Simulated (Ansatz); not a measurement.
Zn:
```yaml
crystal:
  lattice:
    - [2.24389, 1.29451, 0.00000]
    - [-2.24389, 1.29451, 0.00000]
    - [-1.49706, 0.00000, 7.55339]
  atoms:
    - { symbol: Zn, position: [0.00000, 0.00000, 0.00000] }
    - { symbol: Zn, position: [0.22159, 0.77841, 0.66497] }
    - { symbol: Zn, position: [0.77841, 0.22159, 0.33503] }
```

Relaxed with r²SCAN. Special points in fractions of this cell's reciprocal vectors: Γ (0.000, 0.000, 0.000); C (0.336, 0.336, 0.000); C2 (-0.336, 0.664, 0.000); Y2 (-0.500, 0.500, 0.000); M2 (-0.500, 0.500, 0.500); D (-0.327, 0.673, 0.500); D2 (0.327, 0.327, 0.500); A (0.000, 0.000, 0.500); L2 (0.000, 0.500, 0.500); V2 (0.000, 0.500, 0.000).

Problem. List the band energies nearest the Fermi level at these points for the program Ansatz at the r²SCAN level (PAW).

Solution. In eV from the Fermi level; about four levels below and three above (degenerate sets whole), none deeper than 8.9 eV; points with the same levels are listed once.

```csv
k,below,above
Γ,-7.37 -7.37 -7.36 -7.36 -7.22 -7.17,1.14 1.23 13.11
C,-7.65 -7.44 -7.40 -7.38,0.62 0.75 0.75
Y2,-7.06 -2.51 -2.34 -1.72,0.25 2.18 3.76
M2,-7.06 -7.06 -2.83 -2.02 -1.59,0.98 1.38 2.27
D,-7.64 -7.43 -7.41 -7.38,0.63 0.72 0.83
A,-7.32 -7.32 -4.07 -3.54,7.32 7.46 20.08
L2,-7.06 -2.51 -2.33 -1.71,0.26 2.19 3.77
V2,-7.06 -7.06 -2.83 -2.01 -1.59,0.99 1.39 2.29
```

Space group R-3m (9R (Sm type)). The workflow started from a Materials Project entry (that database holds measured and hypothetical structures alike); the Crystallography Open Database copy checked does not list it. It is not the phase usual at ambient conditions (space group No. 194). The r²SCAN relaxation kept the symmetry of its start; its stability against distortions is not shown here. Point labels and valley counts follow the cell and symmetry of the run, lower than the named group.

Potentials: the later of the program's two PAW sets.
